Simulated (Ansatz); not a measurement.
Os (diamond, Fd-3m) under volume change, DFT-PBEsol in the program Ansatz with PAW potentials, scaled uniformly.

| V (Å³/atom) | E − E(relaxed) (meV/atom) | P (GPa) |
|---|---|---|
| 18.936 | 140.1 | 26.13 |
| 19.561 | 58.7 | 15.94 |
| 20.185 | 13.8 | 7.31 |
| 20.809 | 0.0 | 0.00 |
| 21.433 | 12.4 | -6.18 |
| 22.058 | 46.9 | -11.40 |
| 22.682 | 100.2 | -15.81 |

Question: What does a third-order Birch–Murnaghan fit give for V₀, B₀ and B′?

Answer: V₀ = 20.81 Å³/atom, B₀ = 223 GPa, B′ = 4.6.

The start of the workflow was typed in or built on a structure type; neither database checked (COD, Materials Project) lists it. It is not the phase usual at ambient conditions (space group No. 194). The cell was relaxed with PBEsol under the symmetry of its start; of distortions, only those at the zone centre were tested. The run is not spin-polarised. Scalar-relativistic: spin–orbit coupling is off unless named, which matters more the heavier the elements.

Potentials: the earlier of the program's two PAW sets.
